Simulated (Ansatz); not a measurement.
Consider the following.

AlP:
```xyz
2
Lattice="0.0000 2.7169 2.7169 2.7169 0.0000 2.7169 2.7169 2.7169 0.0000" Properties=species:S:1:pos:R:3 pbc="T T T"
P      4.0753     4.0753     4.0753
Al     0.0000     0.0000     0.0000
```

This is the LDA-relaxed structure. Cartesian axes are those of the cell as given.

Q: All from DFT-LDA in the program Ansatz with PAW potentials, unless another level is named. Predict the bulk modulus (Birch–Murnaghan fit).

A: 89.9 GPa.

Q: What about the vibrational entropy at 300 K?

A: 21.2 J/(K·mol of atoms).

Q: And the piezoelectric stress constants (proper, relaxed ions, C/m²)?

A: e14 = e25 = e36 = -0.04.

Space group F-43m (zinc blende). The LDA relaxation kept the symmetry of its start; phonons on a q-mesh show no instability.

Potentials: the later of the program's two PAW sets.
